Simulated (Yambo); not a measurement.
How GW settings move the gap: MgS

G0W0@LDA for MgS (rock salt, space group Fm-3m, No. 225) in Yambo. Reference settings: 6×6×6 Γ-centred k mesh, bands 5 to 80 and a 10 Ry block in the screening, 80 bands in G with the Bruneval-Gonze terminator, plasmon pole fitted at 27.2 eV. The LDA gap Γ → X on this mesh is 2.65 eV; G0W0 gaps are taken between the same points.

| change from the reference | G0W0 gap Γ → X (eV) | shift of the valence edge (eV) | rough Yambo cost |
|---|---|---|---|
| reference settings | 4.66 | -1.11 | 1 |
| wavefunctions cut at 20 Ry | 4.77 | -1.09 | about 1/2 |
| exchange cut at 40 Ry | 4.69 | -1.10 | – |
| 42 bands in W, 42 bands in G, 8 Ry block | 4.61 | -0.96 | within a factor of two |
| 62 bands in W, 62 bands in G, 2 Ry block | 4.34 | -0.71 | within a factor of two |
| 62 bands in W, 62 bands in G, 4 Ry block | 4.48 | -0.89 | within a factor of two |
| 2 Ry block | 4.33 | -0.72 | within a factor of two |
| 4 Ry block | 4.48 | -0.90 | within a factor of two |
| 62 bands in W, 62 bands in G, 8 Ry block | 4.63 | -1.05 | within a factor of two |
| 8 Ry block | 4.64 | -1.08 | within a factor of two |
| 4×4×4 mesh | 4.65 | -1.09 | about 1/5 |
| 18 bands in W, 18 bands in G, no terminator | 4.48 | -0.20 | about 1/4 |
| 42 bands in W, 42 bands in G, 4 Ry block, no terminator | 4.44 | -0.70 | about 1/3 |
| 62 bands in W, 62 bands in G, 4 Ry block, no terminator | 4.45 | -0.82 | within a factor of two |
| 4 Ry block, no terminator | 4.46 | -0.86 | within a factor of two |

The reference isn't shown to be the converged limit. Costs are rough (shared machines), scaled to the same edge states, and given only for runs that recompute the screening.

Geometry relaxed with LDA; primitive cell a = b = c = 3.6284 Å, α = β = γ = 60.00°.

A shift is the quasiparticle energy of the state minus its LDA energy.
